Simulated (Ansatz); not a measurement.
Ga4Bi3P as one 8-atom ordering (I-42m) on the zincblende lattice: a relaxation of cell and atoms in the plane-wave code Ansatz (PBE). The starting cell was estimated from covalent radii.

```yaml
crystal:
  lattice:
    - [-2.9730940787, 2.9730940787, 5.9461881574]
    - [2.9730940787, -2.9730940787, 5.9461881574]
    - [2.9730940787, 2.9730940787, -5.9461881574]
  atoms:
    - { symbol: P, position: [0.0, 0.0, 0.0] }
    - { symbol: Ga, position: [0.625, 0.625, 0.5] }
    - { symbol: Bi, position: [0.25, 0.75, 0.5] }
    - { symbol: Ga, position: [0.875, 0.375, 0.0] }
    - { symbol: Bi, position: [0.5, 0.5, 0.0] }
    - { symbol: Ga, position: [0.125, 0.125, 0.5] }
    - { symbol: Bi, position: [0.75, 0.25, 0.5] }
    - { symbol: Ga, position: [0.375, 0.875, 0.0] }
kpoints:
  mp_grid: { grid: [6, 6, 6] }
hamiltonian:
  xc: pbe
scf:
  occupations: { method: fermi_dirac, width: 0.02 }
relax:
  f_tol: 0.005
  cell: {}
```

The trajectory has 6 recorded frames, each with fractional positions and then forces in eV/Å along x, y and z. The last, and any step after a large change of cell, is solved on a basis re-selected at its cell; pressure is positive in compression.

Step 1: energy 0.0 meV/atom from step 1, largest force component 1.219 eV/Å, pressure +8.88 GPa; a = 7.283 Å, b = 7.283 Å, c = 7.283 Å, α = 131.81°, β = 131.81°, γ = 70.53°
```
P  0.0000 0.0000 0.0000     0.000   0.000   0.000
Ga 0.6250 0.6250 0.5000     1.219   1.219   1.138
Bi 0.2500 0.7500 0.5000     0.000   0.000   0.000
Ga 0.8750 0.3750 0.0000    -1.219   1.219  -1.138
Bi 0.5000 0.5000 0.0000     0.000   0.000   0.000
Ga 0.1250 0.1250 0.5000    -1.219  -1.219   1.138
Bi 0.7500 0.2500 0.5000     0.000   0.000   0.000
Ga 0.3750 0.8750 0.0000     1.219  -1.219  -1.138
```

Step 2: energy -199.7 meV/atom from step 1, largest force component 0.296 eV/Å, pressure +0.84 GPa; a = 7.547 Å, b = 7.547 Å, c = 7.547 Å, α = 131.80°, β = 131.80°, γ = 70.55°
```
P  0.0000 0.0000 0.0000     0.000   0.000   0.000
Ga 0.6534 0.6534 0.5387     0.296   0.296   0.024
Bi 0.2500 0.7500 0.5000     0.000   0.000   0.000
Ga 0.8853 0.3466 0.0000    -0.296   0.296  -0.024
Bi 0.5000 0.5000 0.0000     0.000   0.000   0.000
Ga 0.1147 0.1147 0.4613    -0.296  -0.296   0.024
Bi 0.7500 0.2500 0.5000     0.000   0.000   0.000
Ga 0.3466 0.8853 0.0000     0.296  -0.296  -0.024
```

Task: How does the relaxation go on, and where does it end?

Result:
Step 3: energy -206.7 meV/atom from step 1, largest force component 0.037 eV/Å, pressure +0.35 GPa; a = 7.568 Å, b = 7.568 Å, c = 7.568 Å, α = 131.74°, β = 131.74°, γ = 70.64°
```
P  0.0000 0.0000 0.0000     0.000   0.000   0.000
Ga 0.6606 0.6606 0.5527    -0.017  -0.017  -0.037
Bi 0.2500 0.7500 0.5000     0.000   0.000   0.000
Ga 0.8920 0.3394 0.0000     0.017  -0.017   0.037
Bi 0.5000 0.5000 0.0000     0.000   0.000   0.000
Ga 0.1080 0.1080 0.4473     0.017   0.017  -0.037
Bi 0.7500 0.2500 0.5000     0.000   0.000   0.000
Ga 0.3394 0.8920 0.0000    -0.017   0.017   0.037
```

Step 4: energy -206.9 meV/atom from step 1, largest force component 0.022 eV/Å, pressure +0.04 GPa; a = 7.581 Å, b = 7.581 Å, c = 7.581 Å, α = 131.68°, β = 131.68°, γ = 70.73°
```
P  0.0000 0.0000 0.0000     0.000   0.000   0.000
Ga 0.6598 0.6598 0.5521     0.002   0.002   0.022
Bi 0.2500 0.7500 0.5000     0.000   0.000   0.000
Ga 0.8922 0.3402 0.0000    -0.002   0.002  -0.022
Bi 0.5000 0.5000 0.0000     0.000   0.000   0.000
Ga 0.1078 0.1078 0.4479    -0.002  -0.002   0.022
Bi 0.7500 0.2500 0.5000     0.000   0.000   0.000
Ga 0.3402 0.8922 0.0000     0.002  -0.002  -0.022
```

Step 5: energy -206.9 meV/atom from step 1, largest force component 0.000 eV/Å, pressure 0.00 GPa; a = 7.582 Å, b = 7.582 Å, c = 7.582 Å, α = 131.67°, β = 131.67°, γ = 70.75°
```
P  0.0000 0.0000 0.0000     0.000   0.000   0.000
Ga 0.6600 0.6600 0.5521     0.000   0.000   0.000
Bi 0.2500 0.7500 0.5000     0.000   0.000   0.000
Ga 0.8920 0.3400 0.0000     0.000   0.000   0.000
Bi 0.5000 0.5000 0.0000     0.000   0.000   0.000
Ga 0.1080 0.1080 0.4479     0.000   0.000   0.000
Bi 0.7500 0.2500 0.5000     0.000   0.000   0.000
Ga 0.3400 0.8920 0.0000     0.000   0.000   0.000
```

Step 6: energy -207.7 meV/atom from step 1, largest force component 0.000 eV/Å, pressure 0.00 GPa; a = 7.582 Å, b = 7.582 Å, c = 7.582 Å, α = 131.67°, β = 131.67°, γ = 70.75°
```
P  0.0000 0.0000 0.0000     0.000   0.000   0.000
Ga 0.6600 0.6600 0.5521     0.000   0.000   0.000
Bi 0.2500 0.7500 0.5000     0.000   0.000   0.000
Ga 0.8920 0.3400 0.0000     0.000   0.000   0.000
Bi 0.5000 0.5000 0.0000     0.000   0.000   0.000
Ga 0.1080 0.1080 0.4479     0.000   0.000   0.000
Bi 0.7500 0.2500 0.5000     0.000   0.000   0.000
Ga 0.3400 0.8920 0.0000     0.000   0.000   0.000
```

In 5 steps the volume changed by +13.3 %; between the first SCF and the last, each on a basis chosen for its cell, the energy fell by 208 meV an atom. Final cell: the symmetry is I-42m (No. 121, tetragonal); conventional cell a = 6.208 Å, c = 12.365 Å, 29.78 Å³ an atom. P has 4 Ga at 2.43 Å; Ga has 1 P at 2.43 Å and 3 Bi at 2.76–2.82 Å; Bi has 4 Ga at 2.76 Å; Bi has 4 Ga at 2.82 Å.

Run as `ansatz run input.yaml --threads 2 --pin off --max-ram 20275MiB --backend cpu --events-out ev --progress --plain --runs-dir out`.

Task: It ran on 2 threads of AMD EPYC 7R13 Processor (Zen 3), on a shared host, load about 2.1 per core. About how long did it take, and what peak of host memory did it reach?

Result: About 69 s, with a peak of 0.94 GiB.

All values are calculated for a non-magnetic cell, which may be hypothetical.

Where bands overlap the cell is a metal at that level, and these k meshes limit energies, forces and stress. Overlaps of a few tenths of an eV in semilocal functionals can be an artefact that a hybrid or GW lifts.
